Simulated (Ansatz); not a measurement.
MgC2: changing the strain (εzz = s)

```
Mg C
1.0
     3.95078    0.00000    0.00000
     0.00000    3.95078    0.00000
     0.00000    0.00000    4.98709
Mg C
2 4
Direct
  0.00000 0.00000 0.50000
  0.50000 0.50000 0.00000
  0.38766 0.61235 0.50000
  0.11235 0.11235 0.00000
  0.61235 0.38766 0.50000
  0.88765 0.88765 0.00000
```

The cell comes from a database or a generator and needn't be the stable form of this composition.

Kept alike: task single point; functional PBE; k mesh 5 × 5 × 5; occupations fermi-dirac, width 0.05 eV; no spin polarisation. Program: Ansatz, Ansatz PAW, cutoff 420 eV. The mesh is that of the run's cell of 6 atoms. No spin-orbit coupling.

| s | free energy over the lowest row (meV/atom) |
| --- | --- |
| -0.04 | 7.45 |
| -0.01 | 0.38 |
| 0 | 0.00 |
| 0.01 | 0.43 |
| 0.02 | 1.57 |
| 0.04 | 5.73 |

The cell shown is the unstrained one; x, y and z are its Cartesian axes; atoms keep their fractions.

The free energy is lowest at 0, and 7.45 meV an atom higher at -0.04.
